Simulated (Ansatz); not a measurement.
# Fields on a plane of WSe2 (2H-MoS2 type, space group P6_3/mmc)

```
CELL_PARAMETERS angstrom
      3.27899     0.00000     0.00000
     -1.63949     2.83969     0.00000
      0.00000     0.00000    12.78582
ATOMIC_POSITIONS crystal
  W  0.33333 0.66667 0.25000
  W  0.66667 0.33333 0.75000
  Se 0.33333 0.66667 0.61827
  Se 0.66667 0.33333 0.11827
  Se 0.66667 0.33333 0.38173
  Se 0.33333 0.66667 0.88173
```

The slice is a (0001) plane (indices of the conventional cell) through the point (0.667, 0.333, 0.118) (fractional), spanned by u = [110] and v = [1 -1 0] in vectors of this cell: u (3.28 Å) and v (5.68 Å, at 90° to u). It covers one period; positions are fractions (u, v).

Atoms on it: Se at (0.00, 0.00); Se at (0.50, 0.50).

The numbers are results of PBE-D3(BJ) (plane waves to 420 eV, PAW, scalar-relativistic; Ansatz, a quantum-chemistry and plane-wave program), not measurements. k mesh 12×12×3. Inside the PAW spheres the values are not all-electron values, and peaks at nuclei hang on which shells count as valence. Spin-orbit coupling is left out, though W is heavy. The PAW data are Ansatz's earlier set. WSe2 is run without spin polarisation. WSe2 was relaxed with its symmetry unable to fall.

```
|xx897313798x|
|789861016898|
|999730003799|
|886310001368|
|442112221124|
|222467776422|
|125899999852|
|237998789973|
|24898xxx8984|
|14897xxx7984|
|13798xxx8973|
|016898789861|
|003799999730|
|001368886310|
|221124442112|
|776422222467|
|999852125899|
|789973237998|
|xx898424898x|
|xx798414897x|
```
Scale: ten equal steps from 0.05 (start of '0') to 0.78 (end of '9'), in the order '0123456789'. Values: electron localisation function (ELF). The map has 12 points along u (one character each, u = 0 at the left) and 20 along v (v = 0 in the bottom row). Points within 0.5 Å of a nucleus are blanked (x), as the pseudised field means little there.

```
|xxxxxxxx2277997722xxxxxx|
|xxxxxxxx5588998855xxxxxx|
|xxxx004477999999774400xx|
|223355779999999999775533|
|778888888888888888888888|
|888888775533223355778888|
|9988774400xxxxxx00447788|
|888855xxxxxxxxxxxxxx5588|
|887722xxxxxxxxxxxxxx2277|
|887711xxxxxxxxxxxxxx1177|
|997722xxxxxxxxxxxxxx2277|
|998855xxxxxxxxxxxxxx5588|
|9999774400xxxxxx00447799|
|999999775533223355779999|
|888888888888778888888888|
|223355778888888888775533|
|xxxx004477889988774400xx|
|xxxxxxxx5588888855xxxxxx|
|xxxxxxxx2277887722xxxxxx|
|xxxxxxxx1177887711xxxxxx|
```
Scale: ten equal steps from -1.00 (start of '0') to 7.46 (end of '9'), in the order '0123456789'. Values: electrostatic potential energy of an electron, from the cell's mean, in eV. The map has 12 points along u (two characters each, u = 0 at the left) and 20 along v (v = 0 in the bottom row). Points within 1 Å of a nucleus are blanked (x), as the pseudised field means little there. Values under -1 eV are set to -1. The zero, the cell's mean, hangs on the PAW cores.
